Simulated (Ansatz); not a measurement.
SiC:
```cif
data_C8Si8
_chemical_formula_sum 'Si8 C8'
_space_group_name_H-M_alt 'P63mc'
_space_group_IT_number 186
_space_group_name_Hall 'P 6c -2c'
_cell_length_a 3.07895
_cell_length_b 3.07895
_cell_length_c 20.13707
_cell_angle_alpha 90.000
_cell_angle_beta 90.000
_cell_angle_gamma 120.000
loop_
_atom_site_label
_atom_site_type_symbol
_atom_site_symmetry_multiplicity
_atom_site_Wyckoff_symbol
_atom_site_fract_x
_atom_site_fract_y
_atom_site_fract_z
_atom_site_occupancy
Si1 Si 2 b 0.33333 0.66667 0.25011 1
C1 C 2 b 0.66667 0.33333 0.46892 1
C2 C 2 a 0.00000 0.00000 0.09386 1
C3 C 2 b 0.33333 0.66667 0.34412 1
C4 C 2 b 0.66667 0.33333 0.21872 1
Si2 Si 2 b 0.66667 0.33333 0.12499 1
Si3 Si 2 a 0.00000 0.00000 0.00009 1
Si4 Si 2 b 0.66667 0.33333 0.37519 1
```

Relaxed with r²SCAN. The program Ansatz at the r²SCAN level (PAW) gives a gap of 2.13 eV.

Question: What gap does HSE06 give on the same cell (Ansatz, PAW)?

Answer: 2.65 eV, 0.52 eV more. The hybrid was solved on a coarser mesh and at special points; its gap is the smallest among all of these.

```json
[
 {"k": "Γ", "v1 r²SCAN": "0.00", "c1 r²SCAN": "5.78", "v1 HSE06": "…", "c1 HSE06": "…"},
 {"k": "A", "v1 r²SCAN": "-0.06", "c1 r²SCAN": "5.80", "v1 HSE06": "…", "c1 HSE06": "…"},
 {"k": "K", "v1 r²SCAN": "-2.25", "c1 r²SCAN": "3.70", "v1 HSE06": "…", "c1 HSE06": "…"},
 {"k": "H", "v1 r²SCAN": "-2.10", "c1 r²SCAN": "4.02", "v1 HSE06": "-2.20", "c1 HSE06": "4.57"},
 {"k": "M", "v1 r²SCAN": "-1.14", "c1 r²SCAN": "2.13", "v1 HSE06": "-1.20", "c1 HSE06": "2.65"},
 {"k": "L", "v1 r²SCAN": "-1.27", "c1 r²SCAN": "2.26", "v1 HSE06": "…", "c1 HSE06": "…"}
]
```

Question: Top valence (v1) and lowest conduction level (c1) in eV from each method's valence maximum (which need not be a listed point): supply the withheld HSE06 values.

Answer: 
- A, v1 HSE06: -0.06
- A, c1 HSE06: 6.44
- Γ, v1 HSE06: 0.00
- Γ, c1 HSE06: 6.41
- K, v1 HSE06: -2.34
- K, c1 HSE06: 4.25
- L, v1 HSE06: -1.33
- L, c1 HSE06: 2.78

Cost on shared cores: the r²SCAN run (SCF on a 10×10×2 mesh, then bands and DOS) about 7 core-minutes (a rough figure), the HSE06 run (SCF on 6×6×1, then a few points) very roughly 11 core-minutes; the tasks are unlike.

Space group P6_3mc. The workflow started from an entry of the Crystallography Open Database (COD). Its sites differ from those of the usual phase in this space group: another stacking or structure type. The r²SCAN relaxation kept the symmetry of its start; of distortions, only those at the zone centre were tested.

Potentials: the later of the program's two PAW sets.
